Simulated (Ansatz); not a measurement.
# BiPd: computed property card

BiPd:
```xyz
4
Lattice="4.2185 0.0000 0.0000 -2.1093 3.6534 0.0000 0.0000 0.0000 5.5865" Properties=species:S:1:pos:R:3 pbc="T T T"
Bi     0.0000     2.4356     1.3966
Bi     2.1093     1.2178     4.1899
Pd     0.0000     0.0000     2.7933
Pd     0.0000     0.0000     0.0000
```

Space group P6_3/mmc (No. 194), NiAs type; conventional cell a = b = 4.2185 Å, c = 5.5865 Å, α = β = 90.00°, γ = 120.00°.

Method: the program Ansatz at the LDA level (PAW). Geometry: relaxed at this level of theory. Other levels are named where they apply.

### Cell and energy

```yaml
volume_per_atom: 21.52 Å³
density: 12.17 g/cm³
Formation energy from the elements (no fitted shifts): -328 meV/atom
```

### Electronic structure

```yaml
electronic_character: metallic (no gap)
Density of states at the Fermi level: 0.51 states/eV per atom (mean over ±0.08 eV)
```

### Mechanics

```yaml
Bulk modulus (Birch–Murnaghan fit): 115 GPa
Pressure derivative B′: 5.0
Elastic constants (relaxed ions, GPa): C11 = 141, C12 = 104, C13 = 96.7, C33 = 154, C44 = 44.7
mechanical_stability: stable (all eigenvalues of C positive)
hill_bulk_and_shear_moduli: 115 and 28.6 GPa
Young's modulus: 79.2 GPa
Poisson's ratio: 0.38
debye_temperature_from_the_elastic_constants: 185 K
```

### Phonons

```yaml
highest_zone_centre_frequency: 192 cm⁻¹
zone_centre_stability: no imaginary mode at Γ
```

The workflow started from a Materials Project entry (that database holds measured and hypothetical structures alike); the Crystallography Open Database files this formula in space group No. 194, but the cells were not matched. Its standing as an ambient phase is unchecked. Symmetry was held in the LDA relaxation. The run is not spin-polarised. As this level gives no gap, shear constants depend on the k-mesh and smearing (Fermi–Dirac, 0.1 eV here). As this level gives no gap, phonon frequencies hold no LO–TO term and depend on the k-mesh and smearing (Fermi–Dirac, 0.1 eV here). Axis ratios of metals converge slowly with the k-mesh, so a and c are less sure than the volume. The references are the lowest solids computed at this level, not always the standard phases. Spin–orbit coupling is left out wherever it is not named.

Potentials: the later of the program's two PAW sets.
